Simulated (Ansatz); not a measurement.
**Structures of Si$_{3}$Pb: which is lowest?**

Plane-wave DFT in Ansatz with scalar-relativistic PAW potentials, cutoff 420 eV, Γ-centred meshes chosen by cell and gap, Gaussian smearing with energies taken to zero width. Every cell was relaxed (cell and atoms) in a run of its own, within the symmetry of its start. Functional: PBE.

Relaxed structures (starts from databases or built by putting these elements on another compound's sites):
A. P6_3/mmc, 8 atoms in the computed cell, a = 7.363 Å, c = 3.590 Å; sites (symmetry × multiplicity) Si mm2 × 6, Pb -6m2 × 2; start: built
B. Pm-3m, 4 atoms in the computed cell, a = 4.318 Å; sites (symmetry × multiplicity) Si 4/mm.m × 3, Pb m-3m × 1; start: built

Rank them by energy. Could pressure change the order?

| structure | group | E − E(lowest) (meV/atom) | V (Å³/atom) | gap on mesh (eV) |
| --- | --- | --- | --- | --- |
| A | P6_3/mmc | 0.0 | 21.07 | 0.00 |
| B | Pm-3m | 322 | 20.13 | 0.00 |

A is lowest, 322 meV/atom under B. B is denser by 0.94 Å³/atom, so pressure favours it: ΔE/ΔV, with ΔE in eV and 1 eV/Å³ = 160.2 GPa, gives about 55 GPa for equal enthalpy if both cells were rigid; at such pressures compression changes ΔV much, so this is a scale only. Other structures may lie lower than all of these, and vibrations aren't counted.

Spin-orbit coupling is left out, which matters for the bands of heavy elements. For Tl, Pb and Bi spin-orbit coupling shifts energies too.